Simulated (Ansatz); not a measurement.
Relaxed Zr (hcp, Mg type):

```
Zr
1.0
    3.23160     0.00000     0.00000
   -1.61580     2.79864     0.00000
    0.00000     0.00000     5.17363
Zr
2
Cartesian
  0.00000   1.86576   3.88022
  1.61580   0.93288   1.29341
```

Level of theory: PBE (plane waves to 420 eV, PAW, scalar-relativistic; Ansatz, a first-principles code). k mesh 13×13×7 (Γ-centred), Fermi-Dirac smearing 0.05 eV. With partly filled bands, energies and forces of such displacements shift with the k mesh and the smearing. The PAW data are Ansatz's earlier set. Zr is run without spin polarisation. Zr was relaxed with its symmetry unable to fall.

One atom of the cell was then moved (with its periodic images), all else fixed, and the forces (eV/Å) came out as:

| atom | Fx | Fy | Fz |
|---|---|---|---|
| Zr1 | 0.000 | 0.000 | 0.961 |
| Zr2 | 0.000 | 0.000 | -0.961 |

With two atoms only their relative shift counts; take Zr1 as fixed.

Which atom was moved, and by which vector (Å)?

Zr2, by (0.00, 0.00, 0.19), 0.19 Å in all.

(For displaced atoms, the force is minus the slope of the energy, and its curvature is a force constant, which sets phonon frequencies.)
